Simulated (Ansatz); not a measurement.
Input:

HfO2:
Space group P-3m1 (No. 164); a = b = 3.1972 Å, c = 4.5738 Å, α = β = 90.00°, γ = 120.00°

```tsv
atom	site	symmetry	x	y	z
Hf	1a	-3m.	0.0000	0.0000	0.0000
O	2d	3m.	0.3333	0.6667	0.2087
```

This is the LDA-relaxed structure.

### Question
All from DFT-LDA in the program Ansatz with PAW potentials, unless another level is named. Predict the band gap.

### Answer
4.42 eV (indirect).

### Question
Give the formation energy from the elements (no fitted shifts).

### Answer
-3.34 eV/atom.

### Question
Give the conduction-band minimum.

### Answer
at K (2 equivalent valleys).

### Question
What about the valence-band maximum?

### Answer
on the K–Γ line, 66 % of the way from K.

The cell is a constructed one: a structure type filled with these elements; neither database checked (COD, Materials Project) lists it. It is not the phase usual at ambient conditions (space group No. 14, 29). Symmetry was held in the LDA relaxation; its stability against distortions is not shown here. The run is not spin-polarised. A crystal of weakly bound layers computed without a dispersion correction: the cell and the soft elastic constants depend strongly on that. The references are the lowest solids computed at this level, not always the standard phases (solids in place of the gases). Spin–orbit coupling is left out wherever it is not named.

Potentials: the earlier of the program's two PAW sets. The files were generated under PBE; for other functionals the program regenerates the frozen cores, and for LDA and PBEsol the local potential too.
